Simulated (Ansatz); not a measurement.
Mo2C in space group Pbcn (No. 60; Mo on 8d, C on 4c) under volume change, r²SCAN (plane waves, PAW; program Ansatz), shape and atoms relaxed at each volume.

| V (Å³/atom) | E − E(relaxed) (meV/atom) | P (GPa) |
|---|---|---|
| 11.291 | 114.5 | 35.70 |
| 11.663 | ? | ? |
| 12.036 | 11.4 | 10.06 |
| 12.408 | 0.0 | 0.00 |
| 12.780 | ? | ? |
| 13.152 | 38.6 | -15.71 |
| 13.525 | 82.0 | -21.41 |

Q: Complete the blanks.

A: 
- 12.780, E − E(relaxed) (meV/atom): 10.2
- 12.780, P (GPa): -8.53
- 11.663, E − E(relaxed) (meV/atom): 48.0
- 11.663, P (GPa): 21.85

Q: What does a third-order Birch–Murnaghan fit give for V₀, B₀ and B′?

A: V₀ = 12.41 Å³/atom, B₀ = 305 GPa, B′ = 4.6.

The first step of the workflow began from a Materials Project structure, measured or hypothetical; the Crystallography Open Database files this formula in space group No. 60, but the cells were not matched. Its standing as an ambient phase is unchecked. The r²SCAN relaxation kept the symmetry of its start; whether a distortion lowers the energy is not shown. No spin polarisation was allowed.

Potentials: the earlier of the program's two PAW sets.
